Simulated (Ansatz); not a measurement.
# BN, first-principles data

BN:
```yaml
crystal:
  lattice:
    - [2.49773, 0.00000, 0.00000]
    - [-1.24887, 2.16310, 0.00000]
    - [0.00000, 0.00000, 19.77840]
  atoms:
    - { symbol: B, position: [0.00000, 0.00000, 0.08348] }
    - { symbol: N, position: [0.33333, 0.66667, 0.08358] }
    - { symbol: B, position: [0.33333, 0.66667, 0.25001] }
    - { symbol: N, position: [0.66667, 0.33333, 0.25010] }
    - { symbol: B, position: [0.66667, 0.33333, 0.41639] }
    - { symbol: N, position: [0.00000, 0.00000, 0.41645] }
    - { symbol: B, position: [0.00000, 0.00000, 0.58348] }
    - { symbol: N, position: [0.66667, 0.33333, 0.58358] }
    - { symbol: B, position: [0.66667, 0.33333, 0.75001] }
    - { symbol: N, position: [0.33333, 0.66667, 0.75010] }
    - { symbol: B, position: [0.33333, 0.66667, 0.91639] }
    - { symbol: N, position: [0.00000, 0.00000, 0.91645] }
```

Space group P6_3mc (No. 186); conventional cell a = b = 2.4977 Å, c = 19.7784 Å, α = β = 90.00°, γ = 120.00°.

Method: r²SCAN+D4 (plane waves, PAW; program Ansatz). The cell and atoms are relaxed at this level. Other levels are named where they apply.

### Cell and energy

```json
{
  "volume_per_atom": "8.90 Å³",
  "density": "2.31 g/cm³",
  "Formation energy from the elements (no fitted shifts)": "-1384 meV/atom"
}
```

### Electronic structure

```json
{
 "band_gap": "4.70 eV (indirect)",
 "valence_band_maximum": "on the K–Γ line, 7 % of the way from K",
 "conduction_band_minimum": "at M (3 equivalent valleys)",
 "smallest_direct_gap_on_the_standard_path": "5.16 eV",
 "electron_effective_mass": "0.25, 0.99, 2.3 mₑ (principal values)",
 "hole_effective_mass": "0.66, 3.1, 5.3 mₑ (principal values)",
 "HSE06 gap on the r²SCAN+D4 cell": "5.46 eV"
}
```

### Mechanics

```json
{
  "Bulk modulus (Birch–Murnaghan fit)": "31.8 GPa",
  "Pressure derivative B′": "10.6",
  "Elastic constants (relaxed ions, GPa)": "C11 = 924, C12 = 202, C13 = -1.1, C33 = 33.6, C44 = 5.7",
  "mechanical_stability": "stable (all eigenvalues of C positive)",
  "Piezoelectric stress constants (proper, relaxed ions, C/m²)": "e31 = e32 = -0.02, e33 = 0.07"
}
```

### Charges

```json
{
  "bader_charges": "B +2.30, N -2.30 e"
}
```

The start of the workflow was typed in or built on a structure type. Its sites differ from those of the usual phase in this space group: another stacking or structure type. The cell was relaxed with r²SCAN+D4 under the symmetry of its start; whether a distortion lowers the energy is not shown. Signs of piezoelectric constants follow the polarity of the cell as given. The references are the lowest solids computed at this level, not always the standard phases (solids in place of the gases).

Potentials: the earlier of the program's two PAW sets. The files were generated under PBE; for other functionals the program regenerates the frozen cores, and for LDA and PBEsol the local potential too.
